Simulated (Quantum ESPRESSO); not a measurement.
# Si3BC3N: input and log of a self-consistent run

Computed values, not a measurement. The program is pw.x of Quantum ESPRESSO 7.5 (plane-wave density functional theory). The cell is made up: 8 atoms on a zincblende/diamond lattice, with randomly drawn elements, strain and displacements, not relaxed. PseudoDojo standard norm-conserving files (v0.5 for PBE, v0.4.1 for LDA and PBEsol) set the functional; there is no spin polarisation, spin-orbit coupling or dispersion term, and the masses in the input are unused placeholders.

Input:

```
&control calculation='scf', pseudo_dir='./dojo.nc.sr.pbe.v0_5.standard.upf', outdir='./o', disk_io='medium', tprnfor=.true., tstress=.true. /
&system ibrav=0, nat=8, ntyp=4, nbnd=22, ecutwfc=84.00895049, nosym=.true., tot_charge=0,
 occupations='smearing', smearing='fd', degauss=0.0018374661
/
&electrons conv_thr=7.350e-09, electron_maxstep=60, /
ATOMIC_SPECIES
B 1.0 B.upf
C 1.0 C.upf
N 1.0 N.upf
Si 1.0 Si.upf
CELL_PARAMETERS angstrom
4.2153 0.0 0.0
0.0 4.2153 0.0
0.0 0.0 4.311
ATOMIC_POSITIONS angstrom
Si 0.0052 -0.1144 0.0004
Si 0.0717 2.2048 2.1612
Si 2.0198 -0.0489 2.0685
B 2.1424 1.9666 -0.1466
C 1.0414 0.9988 1.0537
C 1.0803 3.1834 3.1811
C 3.2181 1.0705 3.35
N 3.1882 3.1982 1.0009
K_POINTS automatic
4 4 4 1 1 1
```

The log is shortened where brackets say so; the opening notice, blank lines, dates and the lines on written files are dropped, and the path of the files is cut. It prints rydbergs, bohrs and kilobars, and counts compression as positive stress. With no partly filled state, the Fermi energy that it prints is only some level between the filled and the empty states on the mesh, and need not lie in the true gap.

```
     Program PWSCF v.7.5
     Parallel version (MPI & OpenMP), running on       1 processor cores
     Number of MPI processes:                 1
     Threads/MPI process:                     1
     [start-up lines left out]
     bravais-lattice index     =            0
     lattice parameter (alat)  =       7.9658  a.u.
     unit-cell volume          =     516.9298 (a.u.)^3
     number of atoms/cell      =            8
     number of atomic types    =            4
     number of electrons       =        32.00
     number of Kohn-Sham states=           22
     kinetic-energy cutoff     =      84.0090  Ry
     charge density cutoff     =     336.0358  Ry
     scf convergence threshold =      7.3E-09
     mixing beta               =       0.7000
     number of iterations used =            8  plain     mixing
     Exchange-correlation= PBE
                           (   1   4   3   4   0   0   0)
     [axes and pseudopotential details left out]
   Cartesian axes
     site n.     atom                  positions (alat units)
         1        Si     tau(   1) = (   0.0012336  -0.0271392   0.0000949  )
         2        Si     tau(   2) = (   0.0170095   0.5230470   0.5127037  )
         3        Si     tau(   3) = (   0.4791593  -0.0116006   0.4907124  )
         4        B      tau(   4) = (   0.5082438   0.4665386  -0.0347781  )
         5        C      tau(   5) = (   0.2470524   0.2369464   0.2499703  )
         6        C      tau(   6) = (   0.2562807   0.7552013   0.7546557  )
         7        C      tau(   7) = (   0.7634332   0.2539558   0.7947240  )
         8        N      tau(   8) = (   0.7563400   0.7587123   0.2374445  )
     number of k points=    32  Fermi-Dirac smearing, width (Ry)=  0.0018
                       cart. coord. in units 2pi/alat
        k(    1) = (   0.1250000   0.1250000   0.1222251), wk =   0.0625000
        k(    2) = (   0.1250000   0.1250000   0.3666754), wk =   0.0625000
     [further k points left out]
     Dense  grid:    53755 G-vectors     FFT dimensions: (  48,  48,  48)
     Estimated max dynamical RAM per process >      61.80 MB
     Initial potential from superposition of free atoms
     starting charge      31.9978, renormalised to      32.0000
     Starting wfcs are   32 randomized atomic wfcs
     total cpu time spent up to now is        3.6 secs
     per-process dynamical memory:    47.4 Mb
     Self-consistent Calculation
     iteration #  1     ecut=    84.01 Ry     beta= 0.70
     Davidson diagonalization with overlap
     ethr =  1.00E-02,  avg # of iterations =  3.5
     total cpu time spent up to now is       10.7 secs
     total energy              =     -87.59875120 Ry
     estimated scf accuracy    <       1.66352120 Ry
     iteration #  2     ecut=    84.01 Ry     beta= 0.70
     Davidson diagonalization with overlap
     ethr =  5.20E-03,  avg # of iterations =  2.0
     total cpu time spent up to now is       17.1 secs
     total energy              =     -88.09294941 Ry
     estimated scf accuracy    <       0.66014673 Ry
     iteration #  3     ecut=    84.01 Ry     beta= 0.70
     Davidson diagonalization with overlap
     ethr =  2.06E-03,  avg # of iterations =  2.0
     total cpu time spent up to now is       22.5 secs
     total energy              =     -88.18550684 Ry
     estimated scf accuracy    <       0.02279010 Ry
     iteration #  4     ecut=    84.01 Ry     beta= 0.70
     Davidson diagonalization with overlap
     ethr =  7.12E-05,  avg # of iterations =  9.4
     total cpu time spent up to now is       31.7 secs
     total energy              =     -88.19845550 Ry
     estimated scf accuracy    <       0.00707025 Ry
     iteration #  5     ecut=    84.01 Ry     beta= 0.70
     Davidson diagonalization with overlap
     ethr =  2.21E-05,  avg # of iterations =  3.8
     total cpu time spent up to now is       38.2 secs
     total energy              =     -88.19929748 Ry
     estimated scf accuracy    <       0.00193773 Ry
     [iterations 6 to 7 left out]
     iteration #  8     ecut=    84.01 Ry     beta= 0.70
     Davidson diagonalization with overlap
     ethr =  1.26E-08,  avg # of iterations =  5.0
     total cpu time spent up to now is       58.3 secs
     total energy              =     -88.19948078 Ry
     estimated scf accuracy    <       0.00000750 Ry
     iteration #  9     ecut=    84.01 Ry     beta= 0.70
     Davidson diagonalization with overlap
     ethr =  1.26E-08,  avg # of iterations =  2.0
     total cpu time spent up to now is       63.9 secs
     total energy              =     -88.19948140 Ry
     estimated scf accuracy    <       0.00000060 Ry
     iteration # 10     ecut=    84.01 Ry     beta= 0.70
     Davidson diagonalization with overlap
     ethr =  1.89E-09,  avg # of iterations =  3.0
     total cpu time spent up to now is       70.1 secs
     total energy              =     -88.19948165 Ry
     estimated scf accuracy    <       0.00000007 Ry
     iteration # 11     ecut=    84.01 Ry     beta= 0.70
     Davidson diagonalization with overlap
     ethr =  2.07E-10,  avg # of iterations =  2.0
     total cpu time spent up to now is       75.0 secs
     total energy              =     -88.19948165 Ry
     estimated scf accuracy    <       0.00000002 Ry
     iteration # 12     ecut=    84.01 Ry     beta= 0.70
     Davidson diagonalization with overlap
     ethr =  5.85E-11,  avg # of iterations =  2.0
     total cpu time spent up to now is       80.2 secs
     End of self-consistent calculation
          k = 0.1250 0.1250 0.1222 (  6727 PWs)   bands (ev):
    -7.6753  -4.0515  -1.7228  -1.3125   1.4982   1.8899   2.4721   4.6705
     4.8490   5.1197   5.6851   6.0128   6.3928   8.0488   8.6989   9.1406
    11.1586  11.8513  12.6391  13.9754  15.0210  15.8442
     [levels at the other k points left out]
     the Fermi energy is    10.3626 ev
!    total energy              =     -88.19948165 Ry
     estimated scf accuracy    <          1.4E-09 Ry
     smearing contrib. (-TS)   =      -0.00000000 Ry
     internal energy E=F+TS    =     -88.19948165 Ry
     The total energy is F=E-TS. E is the sum of the following terms:
     one-electron contribution =      17.05777122 Ry
     hartree contribution      =      12.04616770 Ry
     xc contribution           =     -31.21355995 Ry
     ewald contribution        =     -86.08986062 Ry
     convergence has been achieved in  12 iterations
     Forces acting on atoms (cartesian axes, Ry/au):
     atom    1 type  4   force =     0.02397260    0.11852953   -0.03976325
     atom    2 type  4   force =    -0.09121830   -0.15620874   -0.03996544
     atom    3 type  4   force =     0.14623250    0.07638976    0.04932899
     atom    4 type  1   force =    -0.03915414   -0.00280602    0.02576256
     atom    5 type  2   force =     0.02846999    0.10274732   -0.06827814
     atom    6 type  2   force =     0.07166705   -0.07969434    0.09694006
     atom    7 type  2   force =    -0.07934734    0.03388246   -0.09368233
     atom    8 type  3   force =    -0.06062236   -0.09283997    0.06965755
     Total force =     0.390721     Total SCF correction =     0.000018
     Computing stress (Cartesian axis) and pressure
          total   stress  (Ry/bohr**3)                   (kbar)     P=       27.19
   0.00035310   0.00041396   0.00023588           51.94       60.90       34.70
   0.00041396   0.00021281  -0.00007886           60.90       31.31      -11.60
   0.00023588  -0.00007886  -0.00001139           34.70      -11.60       -1.68
     init_run     :      3.49s CPU      3.57s WALL (       1 calls)
     electrons    :     72.81s CPU     76.54s WALL (       1 calls)
     forces       :      1.00s CPU      1.02s WALL (       1 calls)
     stress       :      3.66s CPU      3.69s WALL (       1 calls)
     [timing details left out]
     PWSCF        :   1m21.05s CPU   1m24.97s WALL
     JOB DONE.
```

In other units: free energy -1200.015 eV for the cell, pressure 2.72 GPa, largest force component 4.016 eV/Å. A rerun of the same cell at another strain at 1437 eV and a 6 x 6 x 6 mesh moved values by no more than 0.005 eV in energy, 0.03 GPa in stress and 0.003 eV/Å in force.